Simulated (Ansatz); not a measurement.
# LiMg: two-dimensional strain map

Level of theory: DFT PBEsol, scalar-relativistic, plane waves, PAW (Ansatz 0.2.0). The runs took a 420 eV cutoff, a Γ-centred 14×14×14 mesh and Gaussian smearing (0.15 eV). No spin polarisation. Energies are free energies at this smearing, counted from the undisturbed cell; pressure is positive in compression.

Reference structure (as given, not relaxed at this level; it stands at -0.4 GPa, and it needn't be the usual structure):

```
Li Mg
1.0
     3.37819    0.00000    0.00000
     0.00000    3.37819    0.00000
     0.00000    0.00000    3.55261
Li Mg
1 1
Direct
  0.00000 0.00000 0.00000
  0.50000 0.50000 0.50000
```

The cell is strained by p along both x and y and by q along z, fractional coordinates fixed. Points are written (p, q).

Energy above the undisturbed cell in meV/atom (a dash: not computed):

```csv
p \ q,-0.050,-0.025,0.000,0.025,0.050
-0.050,32.2,23.2,17.0,13.1,11.1
-0.025,10.0,–,3.5,–,5.8
0.000,-0.7,-1.9,0.0,4.1,9.6
0.050,6.0,–,18.0,–,38.8
```

Pressure in GPa:

```csv
p \ q,-0.050,-0.025,0.000,0.025,0.050
-0.050,4.6,3.6,2.7,1.9,1.2
-0.025,2.6,–,1.0,–,-0.2
0.000,0.9,0.2,-0.4,-1.0,-1.4
0.050,-1.5,–,-2.4,–,-3.1
```